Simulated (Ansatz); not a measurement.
# Two Ansatz runs on MgI$_{2}$

The cell was built from the CdI2 type and relaxed in the same program, and has space group P-3m1; it needn't be a known or the stable phase.

First run: DFT, PBE, all-electron PAW with datasets made for the crystal, scalar-relativistic (Ansatz 0.2.0).

Command: `ansatz run input.yaml --threads 1 --pin off --max-ram 3072MiB --backend cpu --events-out ev --progress --plain --runs-dir out` The run took about 23 s on 1 thread of a shared machine.

```yaml
crystal:
  lattice:
    - [4.2073279107, 0.0, 0.0]
    - [-2.1036639553, 3.6436528527, 0.0]
    - [0.0, 0.0, 7.8497466096]
  atoms:
    - { symbol: Mg, position: [0.0, 0.0, 0.0] }
    - { symbol: I, position: [0.3333333333, 0.6666666667, 0.2131901454] }
    - { symbol: I, position: [0.6666666667, 0.3333333333, 0.7868098546] }
kpoints:
  mp_grid: { grid: [10, 10, 5] }
  band_path:
    path:
      - [0.0, 0.0, 0.0]
      - [0.5, 0.0, 0.0]
      - [0.3333333333, 0.3333333333, 0.0]
      - [0.0, 0.0, 0.0]
      - [0.0, 0.0, 0.5]
      - [0.5, 0.0, 0.5]
      - [0.3333333333, 0.3333333333, 0.5]
      - [0.0, 0.0, 0.5]
      - [0.5, 0.0, 0.5]
    npoints: 8
scf:
  occupations: { method: fermi_dirac, width: 0.05 }
hamiltonian:
  xc: pbe
  pseudopotentials: { kind: all_electron, datasets: crystal }
output:
  forces: true
  stress: true
  eigenvalues: true
  efg: { contact_densities: true }
```

Result: converged; pressure -0.01 GPa; gap on the k mesh 3.62 eV (the mesh can miss the band edges); 9 SCF iterations.

No spin–orbit coupling, which matters for the heavy atoms here.

The input is then changed:

```diff
@@ -8,4 +8,5 @@
     - { symbol: I, position: [0.3333333333, 0.6666666667, 0.2131901454] }
     - { symbol: I, position: [0.6666666667, 0.3333333333, 0.7868098546] }
+  symmetry: { detect: false }
 kpoints:
   mp_grid: { grid: [10, 10, 5] }
@@ -27,4 +28,5 @@
   xc: pbe
   pseudopotentials: { kind: all_electron, datasets: crystal }
+  dispersion: d3bj
 output:
   forces: true
```

(1) Predict the outcome of the changed run.

Answers

(1) It converged; pressure -1.11 GPa; largest force 0.030 eV/Å; gap on the k mesh 3.62 eV (the mesh can miss the band edges); 9 SCF iterations.
